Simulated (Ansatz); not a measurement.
An ordered 6-atom cell of MgBe2Te3 on the zincblende lattice (P3m1), relaxed with r2SCAN. It is trigonal, P3m1 (No. 156); a = 4.162 Å, c = 10.445 Å in the conventional setting, 26.11 Å³ an atom. Be is surrounded by 4 Te at 2.44–2.52 Å; Be is surrounded by 4 Te at 2.44–2.53 Å; Mg is surrounded by 4 Te at 2.70–2.79 Å; Te is surrounded by 4 Be at 2.44–2.52 Å; Te is surrounded by 3 Be at 2.53 Å and 1 Mg at 2.79 Å; Te is surrounded by 1 Be at 2.44 Å and 3 Mg at 2.70 Å.

The questions ask for values computed with the plane-wave code Ansatz on this geometry. All values are calculated for a non-magnetic cell, which may be hypothetical.

Q: Is there a gap with PBE, and of what kind?

A: PBE gives an indirect gap of 1.93 eV, from Γ to M; the least direct gap is 2.44 eV at Γ.

Q: What does PBE+SOC give for the gap (12×12×4 mesh)?

A: PBE+SOC gives an indirect gap of 1.64 eV, from Γ to M; the least direct gap is 2.15 eV at Γ. The gap differs by -0.29 eV from PBE's.

Q: What does r2SCAN give for the gap (12×12×4 mesh)?

A: r2SCAN gives an indirect gap of 2.30 eV, from Γ to M; the least direct gap is 2.98 eV at Γ. The gap differs by +0.37 eV from PBE's.

Q: How does the gap change from PBE to PBE0 (6×6×2)?

A: The PBE0 gap is indirect, 3.28 eV (Γ to M), below the direct gap of 3.95 eV at Γ. The gap differs by +1.35 eV from PBE's.

Q: Roughly how does the cost of the PBE+SOC run (12×12×4) compare with r2SCAN's (12×12×4)?

A: About 4 times as much (11 core-minutes against 2.5 core-minutes, on 4 threads of Arm Neoverse N1, on a shared host).

Only the levels marked +SOC include spin-orbit coupling.

The meshes of the hybrids are coarse, so their gaps aren't converged to the digits shown.
